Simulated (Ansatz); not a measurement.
Level of theory: Ansatz, DFT PBE, scalar-relativistic, plane waves, PAW. Settings: cutoff 420 eV, Γ-centred meshes spaced at most about 0.3 Å⁻¹, and about 0.25 Å⁻¹ or finer for metals (2π included), Gaussian smearing. No spin polarisation in the final relaxations.

Temperature and zero-point effects are left out.

Two relaxed structures of TaAlMo₃:

A.

```xyz
5
Lattice="2.2663 1.3085 4.5408 -2.2663 1.3085 4.5408 0.0000 -2.6169 4.5408" Properties=species:S:1:pos:R:3 pbc="T T T"
Ta    0.0000    0.0000   12.3129
Al    0.0000    0.0000    6.7678
Mo    0.0000    0.0000    1.3622
Mo    0.0000    0.0000    9.6130
Mo    0.0000    0.0000    3.9918
```

B.

```xyz
5
Lattice="3.4460 0.0000 0.0000 0.0000 3.4460 0.0000 0.0000 0.0000 7.5256" Properties=species:S:1:pos:R:3 pbc="T T T"
Ta    0.0000    0.0000    3.7628
Al    1.7230    1.7230    0.0000
Mo    1.7230    1.7230    2.4814
Mo    1.7230    1.7230    5.0442
Mo    0.0000    0.0000    0.0000
```

**Question.** Which would you expect to be lower, and how large is the difference?

**Answer.** A is lower, by 0.78 eV/atom. A has space group R3m (No. 160), 16.2 Å³/atom and no gap on its mesh; B has space group P4/mmm (No. 123), 17.9 Å³/atom and no gap. Counting all near atoms (those within 1.25 times the shortest distance at each site; a plus sign parts nearer from farther groups; a slash parts the counts of unlike sites), A has Ta 8+6, Al 14, Mo 14/8+6 and B has Ta 8, Al 6, Mo 4/6. The denser one is the lower, and pressure would at first widen the difference. Both come from invented guesses.

These runs have no spin–orbit coupling, which can matter for Ta. Cells relaxed within their symmetry can be saddle points.
